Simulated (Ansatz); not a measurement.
**CdSe under strong compression**

```
CELL_PARAMETERS angstrom
0.00000 3.07027 3.07027
3.07027 0.00000 3.07027
3.07027 3.07027 0.00000
ATOMIC_POSITIONS crystal
Cd 0.00000 0.00000 0.00000
Se 0.25000 0.25000 0.25000
```

The base volume is that of a database entry, with shape and atoms relaxed on PAW files at held volume, so it needn't be at zero pressure; the structure needn't be the stable phase, at rest or compressed.

Its volume is scaled, and at each volume shape and atoms are relaxed on PAW files; all methods then take that cell.

All numbers are PBE results (scalar-relativistic) from Ansatz 0.2.0, with a Γ-centred 8×8×8 k mesh, Fermi–Dirac smearing of 0.03 eV, no spin polarisation. Methods: LAPW: all electrons, basis error target 1 meV/atom; PAW: frozen-core files, cutoff 420 eV; crystal datasets: all electrons, by PAW datasets that the program makes for each cell.

Energies are extrapolated to zero smearing and count from the unscaled cell; pressure is positive in compression; gaps take the mesh and a band path. No temperature or zero-point motion is included.

```csv
V/V0,V (Å³/atom),P LAPW (GPa),ΔE LAPW (eV/atom),P PAW − LAPW (GPa),ΔE PAW − LAPW (meV/atom),gap (eV),space group,shortest distance (Å)
1.00,28.94,1.30,0.000,-0.02,0.0,0.55,F-43m,2.659
0.85,24.60,?,0.174,-0.04,-0.7,0.88,F-43m,2.519
0.80,23.15,?,0.324,-0.05,-1.1,0.99,F-43m,2.468
0.60,17.37,84.6,1.966,-0.05,-2.8,1.33,F-43m,2.243
```

What belongs in the row "0.80", column "P LAPW (GPa)"?

20.1.

Fill in "P LAPW (GPa)" for the row "0.85".

13.25.

From the table, what is the rise of the enthalpy H = E + pV up to the last row, and how stiff is the crystal between the last two rows?

ΔH = 1.966 eV + (84.6 GPa × 17.37 Å³ − 1.30 GPa × 28.94 Å³) × 0.006242 eV/(GPa·Å³) = 10.90 eV/atom, of which pV makes 82 %. The mean bulk modulus there is −ΔP/Δln V = 224 GPa.

At the smallest volume, how far do crystal datasets lie from LAPW in pressure?

crystal datasets: 0.00 GPa, on a LAPW pressure of 84.6 GPa.

How do the Löwdin populations by LAPW change from the unscaled cell to the last row?

Cd 5s 0.80 → 0.71, Cd 4d 9.98 → 9.94, Se 4s 1.91 → 1.81, Se 4p 5.13 → 5.32 electrons an atom. These are projections on the shells that the free atoms fill; 0.18 e a cell lies outside them at the start and 0.26 e at the end.
